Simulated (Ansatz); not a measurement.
Structures of GaP2: which is lowest?

Plane-wave DFT in Ansatz with scalar-relativistic PAW potentials, cutoff 420 eV, Γ-centred meshes chosen by cell and gap, Gaussian smearing with energies taken to zero width. Every cell was relaxed (cell and atoms) in a run of its own, within the symmetry of its start. Functional: PBE.

Relaxed structures (starts from databases or built by putting these elements on another compound's sites):
A. P4_2/mnm, 6 atoms in the computed cell, a = 5.534 Å, c = 4.556 Å; sites (symmetry × multiplicity) Ga m.mm × 2, P m.2m × 4; start: built
B. I4/mcm, 6 atoms in the computed cell, a = 5.357 Å, c = 6.966 Å; sites (symmetry × multiplicity) Ga 422 × 4, P m.2m × 8; start: built

Task: Rank them by energy. Could pressure change the order?

Result:
| structure | group | E − E(lowest) (meV/atom) | V (Å³/atom) | gap on mesh (eV) |
| --- | --- | --- | --- | --- |
| B | I4/mcm | 0.0 | 16.66 | 0.00 |
| A | P4_2/mnm | 354 | 23.26 | 0.00 |

B is lowest, 354 meV/atom under A. The lowest is also the densest of these, so pressure wouldn't bring one of the others in at first order. Other structures may lie lower than all of these, and vibrations aren't counted.